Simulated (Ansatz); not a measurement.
Input:

HfC:
```
CELL_PARAMETERS angstrom
      0.00000     2.30336     2.30336
      2.30336     0.00000     2.30336
      2.30336     2.30336     0.00000
ATOMIC_POSITIONS crystal
  C  0.00000 0.00000 0.00000
  Hf 0.50000 0.50000 0.50000
```

This is the PBEsol-relaxed structure.

**Question.** All from PBEsol in the plane-wave PAW code Ansatz, unless another level is named. Give the highest zone-centre frequency.

**Answer.** 455 cm⁻¹.

**Question.** Predict the Hill bulk and shear moduli.

**Answer.** 249 and 191 GPa.

**Question.** What about the elastic constants (relaxed ions, GPa)?

**Answer.** C11 = 540, C12 = 103, C44 = 174.

Space group Fm-3m (rock salt). The cell was relaxed with PBEsol under the symmetry of its start; of distortions, only those at the zone centre were tested. The run is not spin-polarised. As this level gives no gap, shear constants depend on the k-mesh and smearing (Fermi–Dirac, 0.1 eV here). As this level gives no gap, phonon frequencies hold no LO–TO term and depend on the k-mesh and smearing (Fermi–Dirac, 0.1 eV here). Scalar-relativistic: spin–orbit coupling is off unless named, which matters more the heavier the elements.

Potentials: the later of the program's two PAW sets.
